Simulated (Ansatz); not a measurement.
CsAu:
```
CsAu
1.0
    4.27411     0.00000     0.00000
    0.00000     4.27411     0.00000
    0.00000     0.00000     4.27411
Cs Au
1 1
Direct
  0.00000   0.00000   0.00000
  0.50000   0.50000   0.50000
```

r²SCAN (plane waves, PAW; program Ansatz) gives a gap of 1.32 eV without spin–orbit coupling, maximum at R, minimum at X.

**Question.** What happens when spin–orbit coupling is switched on?

**Answer.** The gap shrinks by 0.04 eV, to 1.28 eV; maximum at R, minimum at X.

**Question.** Give the electron effective mass with spin–orbit coupling.

**Answer.** 0.15, 0.42, 0.42 mₑ (principal values).

**Question.** Give the hole effective mass with spin–orbit coupling.

**Answer.** 0.21 mₑ (isotropic).

Space group Pm-3m (CsCl type). The first step of the workflow began from a Materials Project structure, measured or hypothetical; the Crystallography Open Database files this formula in space group No. 221, but the cells were not matched. Its standing as an ambient phase is unchecked. Symmetry was held in the r²SCAN relaxation; its stability against distortions is not shown here.

Potentials: the later of the program's two PAW sets.
